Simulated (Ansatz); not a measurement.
BaCuTeF:
```yaml
crystal:
  lattice:
    - [4.41957, 0.00000, 0.00000]
    - [0.00000, 4.41957, 0.00000]
    - [0.00000, 0.00000, 9.42636]
  atoms:
    - { symbol: Ba, position: [0.00000, 0.50000, 0.65671] }
    - { symbol: Ba, position: [0.50000, 0.00000, 0.34329] }
    - { symbol: Cu, position: [0.00000, 0.00000, 0.00000] }
    - { symbol: Cu, position: [0.50000, 0.50000, 0.00000] }
    - { symbol: Te, position: [0.50000, 0.00000, 0.84020] }
    - { symbol: Te, position: [0.00000, 0.50000, 0.15980] }
    - { symbol: F, position: [0.50000, 0.50000, 0.50000] }
    - { symbol: F, position: [0.00000, 0.00000, 0.50000] }
```

Relaxed with r²SCAN.

Question: Give the Bader charges and basin volumes of the independent atoms, the program Ansatz at the r²SCAN level (PAW).

Answer: 

```tsv
atom	Bader charge (e)	Bader volume (Å³)
Ba1	+1.56	25.0
Cu3	+0.22	15.7
Te5	-0.92	36.2
F7	-0.86	15.1
```

Space group P4/nmm. The workflow started from a Materials Project entry (that database holds measured and hypothetical structures alike); the Crystallography Open Database copy checked does not list it. Whether it is the stable phase at ambient conditions was not checked. Symmetry was held in the r²SCAN relaxation; whether a distortion lowers the energy is not shown. No spin polarisation was allowed. No Hubbard U is applied. Spin–orbit coupling is left out wherever it is not named.

Potentials: the later of the program's two PAW sets.
